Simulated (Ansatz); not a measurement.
# Does relaxation matter for the field gradients of Ta₂SnO₇?

Start: a structure deposited in the COD, atoms as given.

Space group C2/c (No. 15); a = 17.1400, b = 4.8650, c = 5.5480 Å, β = 91.00°.

| site | Wyckoff | site symmetry | x | y | z |
| --- | --- | --- | --- | --- | --- |
| Ta | 8f | 1 | 0.6698 | 0.7403 | 0.6675 |
| Sn | 4e | 2 | 0.5000 | 0.7300 | 0.2500 |
| O7 | 4e | 2 | 0.5000 | 0.8920 | 0.7500 |
| O9 | 8f | 1 | 0.5750 | 0.5970 | 0.5990 |
| O13 | 8f | 1 | 0.6240 | 0.0670 | 0.4270 |
| O17 | 8f | 1 | 0.2170 | 0.0770 | 0.3420 |

One atom of each set is listed; the run and its k-mesh use a cell of 20 atoms with edges of 8.91, 8.91, 5.55 Å.

Computed with Ansatz: DFT, PBE, plane waves and PAW, scalar-relativistic, 420 eV cutoff, Γ-centred 5×5×5 k-points, Fermi–Dirac smearing 0.02 eV.

The largest force at the start is 4.4 eV/Å. Relaxing the ions at fixed cell moves them by 0.602 Å at most (atom 12, O) and 0.347 Å rms. End positions:

Ta (0.6676, 0.7398, 0.6816)
Sn (0.5000, 0.6979, 0.2500)
O7 (0.5000, 0.9096, 0.7500)
O9 (0.5798, 0.5202, 0.5156)
O13 (0.6481, 0.0311, 0.4415)
O17 (0.2224, 0.0718, 0.3400)

```tsv
site	moved (Å)	first shell before	first shell after	V_zz before (10²¹ V/m²)	η before
Ta	0.088	6 O at 1.80–2.21 Å	6 O at 1.86–2.28 Å	27.5	0.85
Sn	0.156	3 O at 1.84–2.22 Å; also 2 O at 2.39 Å	5 O at 1.91–2.18 Å	-25.6	0.26
O7	0.086	1 Sn at 1.84 Å	1 Sn at 1.91 Å	20.9	0.24
O9	0.602	1 Ta at 1.80 Å, 1 Sn at 2.22 Å; also 1 Sn at 2.39 Å	1 Ta at 2.05 Å, 2 Sn at 2.17–2.18 Å; also 1 Ta at 2.72 Å	5.84	0.91
O13	0.454	2 Ta at 1.90–2.21 Å, angle 132°	2 Ta at 1.86–1.97 Å, angle 158°	1.82	0.83
O17	0.097	3 Ta at 1.99–2.14 Å	3 Ta at 1.98–2.28 Å	-2.70	0.79
```

Question: How do the gradients change?

Answer: 

```json
{"site": "Ta", "V_zz after": "39.5", "η after": "0.10", "change of V_zz": "–"}
{"site": "Sn", "V_zz after": "-19.42", "η after": "0.21", "change of V_zz": "+6.21"}
{"site": "O7", "V_zz after": "15.28", "η after": "0.26", "change of V_zz": "-5.63"}
{"site": "O9", "V_zz after": "-6.48", "η after": "0.26", "change of V_zz": "–"}
{"site": "O13", "V_zz after": "3.11", "η after": "0.23", "change of V_zz": "+1.29"}
{"site": "O17", "V_zz after": "-4.46", "η after": "0.46", "change of V_zz": "-1.76"}
```

The largest change of V_zz along a kept axis is on Sn, from -25.6 to -19.42. The whole tensor moves most on Ta, by 60.67 along its most changed direction. In per cent, |V_zz| changes by -24 on Sn, -27 to +71 on O (all sites that start above 0.5, bar those whose gradient vanishes or changes sign or whose main axis turns by over 40°). Where |V_zz| stays above 0.1 and the axes keep their order, η moves most on O13, from 0.83 to 0.23. On Sn, O7 V_xx and V_yy change places (or their axes turn by over 50°), so the two values of η hide a larger change. On Ta, O9 the largest principal value lies along another axis in the second run, so the two V_zz can't be compared directly. Forces this large mark an entry whose positions are poorly determined or wrongly transcribed.

Without spin–orbit coupling the gradients at and beside Ta can be off by some per cent, at some sites by more. With these PAW files V_zz is typically within 2 to 3 % of all-electron values, but misses above 10 % occur on Ta.
Before: The database positions are far from the calculated equilibrium, so these values describe the entry as written and may be far from the real compound's.
After: At this cell the principal stresses reach 6 GPa in size with PBE, which can matter for small gradients. The database positions were far from equilibrium, so the relaxed structure may not be the compound's real one.
